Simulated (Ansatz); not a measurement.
PtSe₂:
```yaml
crystal:
  lattice:
    - [3.67276, 0.00000, 0.00000]
    - [-1.83638, 3.18071, 0.00000]
    - [0.00000, 0.00000, 31.00000]
  atoms:
    - { symbol: Se, position: [0.66667, 0.33333, 0.54165] }
    - { symbol: Pt, position: [0.00000, 0.00000, 0.50000] }
    - { symbol: Se, position: [0.33333, 0.66667, 0.45835] }
```
The layer is periodic in x and y and isolated along z.

Relaxed with LDA.

Q: Tabulate the total density of states from LDA in the plane-wave PAW code Ansatz.

A: States/eV per cell of 3 atoms, means over 0.25 eV bins, energy of the bin centre from the valence-band maximum.

```
E (eV)  total
------  -----
-7.85    0.00
-7.60    0.00
-7.35    0.00
-7.10    0.00
-6.85    0.00
-6.60    0.00
-6.35    0.80
-6.10    1.15
-5.85    1.66
-5.60    1.39
-5.35    4.16
-5.10    7.16
-4.85    3.10
-4.60    2.93
-4.35    1.42
-4.10    2.12
-3.85    5.14
-3.60    3.53
-3.35    2.76
-3.10    1.86
-2.85    0.49
-2.60    1.21
-2.35    7.73
-2.10    1.92
-1.85    1.19
-1.60    1.60
-1.35    3.85
-1.10    2.26
-0.85    2.68
-0.60    2.78
-0.35    3.28
-0.10    3.83
0.15     0.00
0.40     0.00
0.65     0.00
0.90     0.00
1.15     0.00
1.40     0.53
1.65     3.71
1.90     1.78
2.15     2.75
2.40     3.79
2.65     2.53
2.90     0.76
3.15     0.14
3.40     0.00
3.65     0.00
3.90     0.00
4.15     0.00
4.40     0.00
4.65     0.48
4.90     1.11
5.15     1.09
5.40     1.42
5.65     1.99
```

Space group P-3m1 (1T). A layer that has been made, often on a substrate. The cell was relaxed with LDA under the symmetry of its start; whether a distortion lowers the energy is not shown. The run is not spin-polarised. Spin–orbit coupling is left out wherever it is not named.

Potentials: the later of the program's two PAW sets.
